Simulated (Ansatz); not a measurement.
## CoPtO2: computed properties

All numbers below come from DFT PBE+U, scalar-relativistic, plane waves, PAW in Ansatz.

Plane waves to 420 eV, a k mesh through Γ of 18×18×18 on the computed 4-atom cell and Gaussian smearing (0.10 eV); U_eff Co 3.32 eV on the d shells (Löwdin-orthogonalised atomic orbitals); no spin polarisation.

The structure is relaxed at this level of theory with its symmetry kept. Whether it is the stable form of this composition wasn't checked.

```
Co Pt O
1.0
     1.42886    0.82495    5.96662
    -1.42886    0.82495    5.96662
     0.00000   -1.64991    5.96662
Co Pt O
1 1 2
Direct
  0.50000 0.50000 0.50000
  0.00000 0.00000 0.00000
  0.88803 0.88803 0.88803
  0.11197 0.11197 0.11197
```

Question: Density of states at the Fermi level?

Answer: 0.40 states/eV per cell.

Question: Löwdin character within 0.5 eV of the Fermi level?

Answer: Pt 5d 53 %, Co 3d 27 %, O 2p 8 %.

Question: Bader charges (e)?

Answer: Co (1 in the cell) 1.38, Pt (1 in the cell) 0.47, O (2 in the cell) -0.93.

Spin-orbit coupling is left out, which matters for the bands of heavy elements.

A ferromagnetic start lost its moments in a first run, so spin was left out; other magnetic orders weren't tried.

Cost: 1 run of about 3 core-minutes, on Intel Xeon Platinum 8375C (Ice Lake) (shared hosts).